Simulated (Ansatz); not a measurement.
SiC with Ta replacing C: gradients before and after relaxing the atoms

Start: a supercell of SiC (zinc blende type, F-43m) built from an entry of the Crystallography Open Database (COD), with all atoms left at the host's positions.

Space group F-43m (No. 216); a = 13.0740 Å.

```
site  Wyckoff  site symmetry       x       y       z
 Si1      16e            .3m  0.4167  0.0833  0.4167
 Si3      24g           2.mm  0.7500  0.0833  0.7500
 Si5      48h            ..m  0.7500  0.9167  0.5833
Si14       4d           -43m  0.7500  0.7500  0.7500
Si18      16e            .3m  0.0833  0.5833  0.9167
  Ta       4a           -43m  0.5000  0.0000  0.5000
 C29      48h            ..m  0.6667  0.0000  0.6667
 C32      16e            .3m  0.8333  0.8333  0.6667
 C36      16e            .3m  0.1667  0.6667  0.8333
 C42      24f           2.mm  0.0000  0.6667  0.0000
```

One atom of each set is listed; the run and its k-mesh use a cell of 54 atoms with edges of 9.24, 9.24, 9.24 Å.

The numbers come from a DFT calculation in Ansatz (PBE, plane waves and PAW, scalar-relativistic, collinear spin, 420 eV cutoff, Γ-centred 3×3×3 k-points, Fermi–Dirac smearing 0.01 eV). Start moments as typed (μB): 1 on each Ta, none on the rest.

The largest force at the start is 17 eV/Å. Relaxing the ions at fixed cell moves them by 0.431 Å at most (atom 2, Si) and 0.122 Å rms.

```tsv
site	moved (Å)	first shell before	first shell after	V_zz before (10²¹ V/m²)	η before
Si1	0.431	1 Ta at 1.89 Å, 3 C at 1.89 Å	3 C at 1.86 Å, 1 Ta at 2.32 Å	-2.38	0.00
Si3	0.002	4 C at 1.89 Å	4 C at 1.85–1.89 Å	0.93	0.31
Si5	0.011	4 C at 1.89 Å	4 C at 1.88 Å	-0.11	0.26
Si18	0.000	4 C at 1.89 Å	4 C at 1.88–1.89 Å	-0.009	0.00
Ta	0.000	4 Si at 1.89 Å	4 Si at 2.32 Å	0.00	–
C29	0.072	4 Si at 1.89 Å	4 Si at 1.85–1.88 Å	0.87	0.14
C32	0.000	4 Si at 1.89 Å	4 Si at 1.88–1.89 Å	-0.024	0.00
C36	0.003	4 Si at 1.89 Å	4 Si at 1.88–1.89 Å	-0.045	0.00
C42	0.001	4 Si at 1.89 Å	4 Si at 1.88–1.89 Å	0.014	0.02
```

Problem. What are V_zz and η after the relaxation?

Solution. 

```json
{"site": "Si1", "V_zz after": "-4.75", "η after": "0.00", "change of V_zz": "-2.37"}
{"site": "Si3", "V_zz after": "-1.46", "η after": "0.53", "change of V_zz": "–"}
{"site": "Si5", "V_zz after": "-0.46", "η after": "0.14", "change of V_zz": "-0.35"}
{"site": "Si18", "V_zz after": "-0.036", "η after": "0.00", "change of V_zz": "-0.03"}
{"site": "Ta", "V_zz after": "0.00", "η after": "–", "change of V_zz": "0.00"}
{"site": "C29", "V_zz after": "0.83", "η after": "0.09", "change of V_zz": "–"}
{"site": "C32", "V_zz after": "0.085", "η after": "0.00", "change of V_zz": "+0.11"}
{"site": "C36", "V_zz after": "-0.16", "η after": "0.00", "change of V_zz": "-0.11"}
{"site": "C42", "V_zz after": "0.040", "η after": "0.91", "change of V_zz": "+0.03"}
```

The largest change of V_zz along a kept axis is on Si1, from -2.38 to -4.75. In per cent, |V_zz| changes by +99 on Si (all sites that start above 2). V_zz changes sign on C32 (same axis). On Si3, C29 the largest principal value lies along another axis in the second run, so the two V_zz can't be compared directly. Other sites without a gradient aren't listed. The electronic state changes along with the positions (absolute moment from 3.1 to 0.4 μB), so the changes aren't those of geometry alone.

The defect repeats with the cell of 54 atoms, so it feels its images: sites between two images don't show the values beside a lone defect, and zeros or small values of η there can come from the images' arrangement. The defect cell has no gap above 0.1 eV on its mesh, so the values can hang on the smearing and the k-mesh. Without spin–orbit coupling the gradients at and beside Ta can be off by some per cent, at some sites by more.
Before: The cell keeps the host's lattice, where the PBE pressure is 17 GPa. The neighbours have not yet relaxed around the defect (largest force 17 eV/Å), so the values at and beside it are those of a strained start, not of the defect in a real crystal.
After: The relaxation keeps the site symmetry -43m of the start, so the impurity can't leave its site; a distortion that would localise the partly filled state isn't explored. The cell keeps the host's lattice, where the PBE pressure is 11 GPa. The run lost most of its start moments on Ta; a state with other moments may lie lower.
